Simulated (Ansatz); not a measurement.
An Ansatz (a first-principles code) run. Input:

Ansatz 0.2 input:
```yaml
crystal:
  lattice:
    - [4.3513151184, 0.0, 0.0]
    - [0.0, 4.3513151184, 0.0]
    - [0.0, 0.0, 6.1561453675]
  atoms:
    - { symbol: Ge, position: [0.0, 0.0, 0.0] }
    - { symbol: Te, position: [0.0, 0.0, 0.5] }
    - { symbol: Te, position: [0.5, 0.5, 0.0] }
    - { symbol: Pb, position: [0.5, 0.5, 0.5] }
kpoints:
  mp_grid: { grid: [10, 10, 7] }
hamiltonian:
  xc: lda
  pseudopotentials: { kind: paw }
scf:
  occupations: { method: fermi_dirac, width: 0.1 }
phonons:
  method: dfpt
  response_accuracy: low
  eigenvectors: true
  rigid_motions: translations
```

Output (shortened):

```
Pseudopotential: Ge, paw, valence charge 14
Pseudopotential: Te, paw, valence charge 16
Pseudopotential: Pb, paw, valence charge 14
Functional definition: SPW92
Crystal: 4 atoms, lattice volume = 116.560 Å³
Basis set: ecut = 420 eV, 2277 PW (Γ), exchange–correlation on 60×60×90 points (8 copies of the dense FFT grid, shifted against one another)
Bands: 36, of which v1, the nominal top of the filled ones, is band 30 counted from 1 (29 counted from 0)
Symmetry: 16 space group operations
k-points: 144 of 700 (irreducible under 8 space group operations)
SCF iter   1: F=—  HF=-29473.074317 eV  |F-HF|=—  |Δ(HF+E_count)|=         —  Δρ=4.28e-3  dr2=1.13e-2  ethr=1.77e-3  ⟨swp⟩=9.8  Hψ=53091  notcnv=0  defer=136
automatic band count: the SCF goes on with 42 bands, as 36 were too few: they end inside the smearing window of the response
preconditioner: auto → Resta (q_TF=auto, 2.442 Å⁻¹)
SCF iter   2: F=—  HF=-29473.068092 eV  |F-HF|=—  |Δ(HF+E_count)|=   6.22e-3  Δρ=2.36e-3  dr2=3.13e-3  ethr=1.88e-5  ⟨swp⟩=2.1  Hψ=9713  notcnv=0  defer=171
SCF iter   3: F=—  HF=-29473.067326 eV  |F-HF|=—  |Δ(HF+E_count)|=   7.66e-4  Δρ=5.73e-4  dr2=4.92e-4  ethr=5.21e-6  ⟨swp⟩=2.0  Hψ=9926  notcnv=0  defer=171
SCF iter   4: F=—  HF=-29473.066996 eV  |F-HF|=—  |Δ(HF+E_count)|=   3.30e-4  Δρ=2.14e-4  dr2=5.25e-5  ethr=8.20e-7  ⟨swp⟩=2.0  Hψ=9241  notcnv=0  defer=171
SCF iter   5: F=—  HF=-29473.067003 eV  |F-HF|=—  |Δ(HF+E_count)|=   7.65e-6  Δρ=2.38e-4  dr2=4.41e-5  ethr=8.75e-8  ⟨swp⟩=2.0  Hψ=9978  notcnv=0  defer=171
SCF iter   6: F=—  HF=-29473.066971 eV  |F-HF|=—  |Δ(HF+E_count)|=   3.27e-5  Δρ=8.27e-5  dr2=5.42e-6  ethr=7.36e-8  ⟨swp⟩=2.0  Hψ=9409  notcnv=0  defer=171
SCF iter   7: F=—  HF=-29473.066968 eV  |F-HF|=—  |Δ(HF+E_count)|=   3.28e-6  Δρ=1.97e-5  dr2=3.42e-7  ethr=9.03e-9  ⟨swp⟩=2.0  Hψ=9938  notcnv=0  defer=171
SCF iter   8: F=—  HF=-29473.066967 eV  |F-HF|=—  |Δ(HF+E_count)|=   2.51e-7  Δρ=3.54e-6  dr2=1.24e-8  ethr=5.70e-10  ⟨swp⟩=2.0  Hψ=9966  notcnv=0  defer=171
SCF iter  10: F=-29473.066967 eV  HF=-29473.066967 eV  |F-HF|=7.28e-12  |Δ(HF+E_count)|=  1.06e-10  Δρ=5.70e-8  dr2=5.29e-12  ethr=1.00e-12  ⟨swp⟩=11.7  Hψ=39168  notcnv=0
SCF 1 converged in 10 iterations: F = -29473.066967 eV  dr2 = 5.29e-12
DFPT response loops at Γ: preconditioner auto → Kerker (q_TF=auto, 2.442 Å⁻¹) (partly filled bands, converged f_vac=0.006) …
SCF converged after 10 iterations
Free energy (F): -29473.066967 eV
Harris-Foulkes:  -29473.066967 eV  (|F-HF|=7.28e-12)
Internal energy: -29473.060859 eV  (E = F + TS)
E sigma→0 (E₀):  -29473.063913 eV
Entropy (-TS):   -0.006108 eV (-1.527 meV/atom)
Fermi energy:    9.468693 eV
--- Per-component energies (eV) ---
  E_band       = -696.924248
  E_kinetic    = 763.838325
  E_local      = -5813.588569  (includes V_loc(G=0)·N_el)
  E_nonlocal   = 160.914800
  E_hartree    = 3004.144553
  E_xc         = -543.163414
  E_vxc        = -409.538904  (∫ρ·V_xc dr)
  E_paw        = -21057.480475  (= ΣΔE_a)
  E_vpaw       = -1406.838998  (= ΣTr[D̂ρ^β])
  E_aug_tail   = -0.000069  (compensation charges beyond the density's cutoff)
  E_ewald      = -5990.913945
  E_core_change = 3.187935  (= ΣΔE_core)
  E_smearing   = -0.006108  (= −TS)
  E_closure    = 0.000000  (closes the sum)
  Σ components = -29473.066967   (vs F -29473.066967, Δ=0.00e0)
  [band-id]    e_kinetic+e_local+e_nonlocal+2·e_hartree+e_vxc+e_vpaw+e_augmentation_tail = -696.924310   (vs E_band -696.924248, Δ=-6.14e-5)
--- Band table (eV; the first three rows and the last of 144) ---
  k-point 0: bands = ["-27.2443", "-27.2437", "-27.2413", "-27.2364", "-27.2364", "-27.2223", "-27.2221", "-27.2142", "-27.2142", "-27.2119", "-15.7442", "-15.7400", "-15.7381", "-15.7381", "-15.7380", "-7.5348", "-7.4584", "-7.4526", "-7.4147", "-7.4147", …
  k-point 1: bands = ["-27.2442", "-27.2437", "-27.2413", "-27.2364", "-27.2364", "-27.2223", "-27.2221", "-27.2142", "-27.2142", "-27.2119", "-15.7442", "-15.7401", "-15.7381", "-15.7381", "-15.7380", "-7.5326", "-7.4584", "-7.4526", "-7.4149", "-7.4149", …
  k-point 2: bands = ["-27.2441", "-27.2437", "-27.2413", "-27.2364", "-27.2364", "-27.2222", "-27.2221", "-27.2142", "-27.2142", "-27.2119", "-15.7443", "-15.7401", "-15.7381", "-15.7381", "-15.7380", "-7.5277", "-7.4584", "-7.4526", "-7.4154", "-7.4154", …
  k-point 143: bands = ["-27.2444", "-27.2433", "-27.2394", "-27.2366", "-27.2366", "-27.2228", "-27.2214", "-27.2145", "-27.2145", "-27.2098", "-15.7429", "-15.7427", "-15.7385", "-15.7385", "-15.7353", "-7.5679", "-7.4725", "-7.4258", "-7.4258", "-7.3953", …
--- Phonons (Γ-DFPT): 8 representative perturbations + reference, on 144 of 700 k-points (Σ response iterations 24) ---
  ASR residual: 7.403e-4 → 0.000e0 eV/Å²; symmetrization residual: 3.256e-4 eV/Å²
  ASR residual per site (eV/Å²): 1.95e-4 4.66e-4 1.18e-4 7.40e-4
  Γ frequencies (cm⁻¹): -96.05 -95.83 -95.83 0.00 0.00 0.00 32.72 32.72 41.22 104.77 104.77 113.56
  non-analytic LO–TO correction: not included (Born effective charges unavailable; polar crystals: no LO–TO splitting at Γ)
```

Cost: roughly 11 core-minutes on shared cores.

Space group P4/mmm. The first step of the workflow began from a Materials Project structure, measured or hypothetical; the Crystallography Open Database copy checked does not list it. With Ge and Pb taken as one species the cell has the higher symmetry Fm-3m, so it may be an ordered model of a mixed-site phase. Its standing as an ambient phase is unchecked. The LDA relaxation kept the symmetry of its start. At this level the phase is dynamically unstable (imaginary phonons). As this level gives no gap, phonon frequencies hold no LO–TO term and depend on the k-mesh and smearing (Fermi–Dirac, 0.1 eV here). Spin–orbit coupling is left out wherever it is not named.

Potentials: the later of the program's two PAW sets.

Ansatz is a plane-wave DFT program.
